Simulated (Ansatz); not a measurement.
Structure types of Y compared at 29 GPa

Structure types of Y are relaxed in primitive cells with their symmetry kept at 29 GPa, on PAW files; LAPW relaxes the small cells further and takes the PAW cell for the others (marked *). The enthalpy is E + pV at zero temperature, without zero-point motion. Only the types listed were tried, and differences under about 5 meV/atom are mesh noise. The real phase may be another.

All numbers are PBEsol results (scalar-relativistic) from Ansatz 0.2.0, with Fermi–Dirac smearing of 0.05 eV, no spin polarisation. Methods: LAPW: all electrons, basis error target 0.5 meV/atom; PAW: frozen-core files, cutoff 420 eV.

k meshes: fcc 15×15×15, bcc 15×15×15, hcp 14×14×8, dhcp 12×12×3, omega 8×8×10, beta tin 15×15×15.

The PAW files were made under PBE.

Problem. Order the types by LAPW enthalpy, lowest first.
A. beta tin
B. bcc
C. omega
D. hcp
E. fcc
F. dhcp

Solution. F (0 meV/atom), E (17 meV/atom), C (34 meV/atom), D (48 meV/atom), B (169 meV/atom), A (358 meV/atom).

| start type | ends as | a, b, c (Å) | V (Å³/atom) | H − H(lowest), LAPW (meV/atom) | same, PAW |
| --- | --- | --- | --- | --- | --- |
| fcc | fcc, Fm-3m | 4.380, 4.380, 4.380 | 21.01 | 17.1 | 17.0 |
| bcc | bcc, Im-3m | 3.480, 3.480, 3.480 | 21.08 | 168.7 | 168.6 |
| hcp | hcp, P6_3/mmc | 3.108, 3.108, 5.054 | 21.14 | 47.7 | 47.7 |
| dhcp* | dhcp, P6_3/mmc | 3.113, 3.113, 10.024 | 21.03 | 0.0 | 0.0 |
| omega | omega, P6/mmm | 4.941, 4.941, 2.971 | 20.94 | 34.0 | 33.9 |
| beta tin | beta tin, I4_1/amd | 5.179, 5.179, 3.048 | 20.44 | 358.3 | 358.1 |

Problem. Split the lead of dhcp over fcc into energy and pV.

Solution. For fcc less dhcp: ΔE = +19.2 meV/atom, and p·ΔV = 29 GPa × -0.0117 Å³ × 6.242 meV/(GPa·Å³) = -2.1 meV/atom, together 17.1 meV/atom. dhcp wins by its internal energy, though it is the less dense.
